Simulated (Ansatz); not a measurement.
Input:

MgB₂:
```
CELL_PARAMETERS angstrom
      3.03284     0.00000     0.00000
     -1.51642     2.62652     0.00000
      0.00000     0.00000     3.46450
ATOMIC_POSITIONS crystal
  Mg 0.00000 0.00000 0.00000
  B  0.66667 0.33333 0.50000
  B  0.33333 0.66667 0.50000
```

This is the LDA-relaxed structure. Tensor components refer to the Cartesian frame of this cell.

**Question.** All from LDA (plane waves, PAW; program Ansatz), unless another level is named. Give the Hill bulk and shear moduli.

**Answer.** 160 and 128 GPa.

**Question.** Give the elastic constants (relaxed ions, GPa).

**Answer.** C11 = 454, C12 = 67.0, C13 = 39.2, C33 = 280, C44 = 78.4.

**Question.** Predict the highest zone-centre frequency.

**Answer.** 707 cm^-1.

Space group P6/mmm. Symmetry was held in the LDA relaxation; of distortions, only those at the zone centre were tested. As this level gives no gap, shear constants depend on the k-mesh and smearing (Fermi–Dirac, 0.1 eV here). As this level gives no gap, phonon frequencies hold no LO–TO term and depend on the k-mesh and smearing (Fermi–Dirac, 0.1 eV here). On the denser mesh and wider smearing of the elastic run this cell carries a stress of 0.8 GPa.

Potentials: the later of the program's two PAW sets.
